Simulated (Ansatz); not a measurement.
As₂O₃:
```xyz
20
Lattice="4.4007 0.0000 0.0000 0.0000 12.3957 0.0000 -3.8278 0.0000 5.2304" Properties=species:S:1:pos:R:3 pbc="T T T"
As    -1.6944     1.8078     4.4966
As     2.2672    10.5879     0.7339
As     0.3533     8.0056     3.3491
As     0.2195     4.3901     1.8813
As    -1.9757     5.0395     4.0424
As     2.5485     7.3562     1.1880
As     0.6346    11.2373     3.8032
As    -0.0618     1.1584     1.4272
O      1.9452     4.4918     2.3951
O     -1.3723     7.9039     2.8354
O      0.5416    10.6896     0.2201
O      0.0313     1.7061     5.0103
O      1.6541     1.1545     0.8966
O     -1.0813    11.2412     4.3338
O      0.8326     7.3524     1.7186
O     -0.2598     5.0433     3.5118
O     -0.0721     2.6764     2.3570
O      0.6449     9.7193     2.8734
O      2.5589     8.8743     0.2582
O     -1.9860     3.5214     4.9723
```

Relaxed with LDA. Special points in fractions of this cell's reciprocal vectors: Γ (0.000, 0.000, 0.000); Z (0.000, 0.500, 0.000); D (0.000, 0.500, 0.500); B (0.000, 0.000, 0.500); A (-0.500, 0.000, 0.500); E (-0.500, 0.500, 0.500); C2 (-0.500, 0.500, 0.000); Y2 (-0.500, 0.000, 0.000).

Question: List the band energies nearest the valence-band maximum at these points for LDA (plane waves, PAW; program Ansatz).

Answer: In eV from the valence-band maximum; about four levels below and three above (degenerate sets whole), none deeper than 8.9 eV; points with the same levels are listed once.

| k | below | above |
|---|---|---|
| Γ | -0.49 -0.24 -0.15 -0.06 | 4.05 4.15 4.32 |
| Z | -0.50 -0.50 -0.05 -0.05 | 4.16 4.16 4.48 4.48 |
| D | -0.30 -0.30 -0.13 -0.13 | 3.99 3.99 4.58 4.58 |
| B | -0.40 -0.40 -0.11 -0.11 | 4.01 4.01 4.44 4.44 |
| A | -0.55 -0.55 -0.16 -0.16 | 3.96 3.96 4.57 4.57 |
| E | -0.54 -0.54 -0.16 -0.16 | 4.05 4.05 4.72 4.72 |
| C2 | -0.37 -0.37 -0.17 -0.17 | 4.00 4.00 4.39 4.39 |
| Y2 | -0.61 -0.24 -0.13 -0.13 | 4.07 4.13 4.16 |

Space group P2_1/c. The first step of the workflow began from a Materials Project structure, measured or hypothetical; the Crystallography Open Database files this formula in space group No. 14, but the cells were not matched. Whether it is the stable phase at ambient conditions was not checked. Symmetry was held in the LDA relaxation; phonons on a q-mesh show no instability. The volume lies over 15 % below that of the usual cell of this phase: another minimum, or an error of the functional. A crystal of weakly bound layers computed without a dispersion correction: the cell and the soft elastic constants depend strongly on that. Spin–orbit coupling is left out wherever it is not named.

Potentials: the later of the program's two PAW sets.
